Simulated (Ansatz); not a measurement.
ScNiN$_{2}$:
```yaml
crystal:
  lattice:
    - [1.66505, 0.96132, 5.58719]
    - [-1.66505, 0.96132, 5.58719]
    - [0.00000, -1.92264, 5.58719]
  atoms:
    - { symbol: Sc, position: [0.50000, 0.50000, 0.50000] }
    - { symbol: Ni, position: [0.00000, 0.00000, 0.00000] }
    - { symbol: N, position: [0.89702, 0.89702, 0.89702] }
    - { symbol: N, position: [0.10298, 0.10298, 0.10298] }
```
The run is spin-polarised; directions of the spins, atom by atom: 0 ↑ ↑ ↑.

Relaxed with PBE. Special points in fractions of this cell's reciprocal vectors: Γ (0.000, 0.000, 0.000); T (0.500, 0.500, 0.500); H2 (0.814, 0.186, 0.500); H0 (0.500, -0.186, 0.186); L (0.500, 0.000, 0.000); S0 (0.343, -0.343, 0.000); S2 (0.657, 0.000, 0.343); F (0.500, 0.000, 0.500).

Question: List the band energies nearest the Fermi level at these points for DFT-PBE in the program Ansatz with PAW potentials.

Answer: In eV from the Fermi level; about four levels below and three above (degenerate sets whole), none deeper than 8.9 eV; points with the same levels are listed once.

| k | below | above |
|---|---|---|
| Γ ↑ | -1.19 -1.19 -0.92 -0.38 -0.38 | 3.86 3.86 4.24 |
| T ↑ | -2.60 -2.60 -1.68 -1.68 | 0.85 0.85 3.82 3.82 |
| H2 ↑ | -1.43 -0.83 -0.31 -0.11 | 3.70 4.64 4.85 |
| L ↑ | -2.08 -2.02 -1.30 -0.60 | 0.10 0.11 2.85 |
| S0 ↑ | -1.39 -0.98 -0.18 -0.17 | 3.67 4.71 4.83 |
| F ↑ | -1.31 -1.30 -0.65 -0.32 | 3.64 4.60 4.74 |
| Γ ↓ | -0.91 -0.91 -0.61 -0.15 -0.15 | 0.18 0.18 3.98 3.98 |
| T ↓ | -2.14 -2.14 -0.90 -0.90 | 1.76 1.76 3.93 3.93 |
| H2 ↓ | -2.11 -1.63 -0.77 -0.67 | 0.24 0.49 0.83 |
| L ↓ | -1.75 -1.66 -1.39 -0.48 | 0.36 0.99 1.06 |
| S0 ↓ | -2.24 -1.49 -0.76 -0.67 | 0.09 0.63 0.81 |
| F ↓ | -1.13 -0.80 -0.49 -0.33 | 0.35 0.56 3.83 |

Space group R-3m. The start of the workflow was typed in or built on a structure type; neither database checked (COD, Materials Project) lists it. Whether it is the stable phase at ambient conditions was not checked. The cell was relaxed with PBE under the symmetry of its start; its stability against distortions is not shown here. Magnetic state: ferromagnetic, the only order run, not a proven ground state. No Hubbard U is applied.

Potentials: the later of the program's two PAW sets.
